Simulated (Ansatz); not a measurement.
Zr2C:
```
Zr2C
1.0
    3.64720     0.00000     0.00000
    0.00000     3.64720     0.00000
    0.00000     0.00000     6.96521
Zr C
4 2
Direct
  0.00000   0.00000   0.00000
  0.50000   0.50000   0.00000
  0.50000   0.00000   0.36991
  0.00000   0.50000   0.63009
  0.50000   0.00000   0.72893
  0.00000   0.50000   0.27107
```

This is the PBE-relaxed structure.

Question: All from PBE (plane waves, PAW; program Ansatz), unless another level is named. Predict the electronic character.

Answer: metallic (no gap).

Question: Give the formation energy from the elements (no fitted shifts).

Answer: 0.069 eV/atom.

Question: Predict the density of states at the Fermi level.

Answer: 0.39 states/eV per atom (mean over ±0.08 eV).

Question: Next, the gap with spin–orbit coupling?

Answer: none (metallic).

Space group P4/nmm. The cell is a constructed one: a structure type filled with these elements; neither database checked (COD, Materials Project) lists it. Whether it is the stable phase at ambient conditions was not checked. Symmetry was held in the PBE relaxation; its stability against distortions is not shown here. The run is not spin-polarised. The references are the lowest solids computed at this level, not always the standard phases. Scalar-relativistic: spin–orbit coupling is off unless named, which matters more the heavier the elements.

Potentials: the later of the program's two PAW sets.
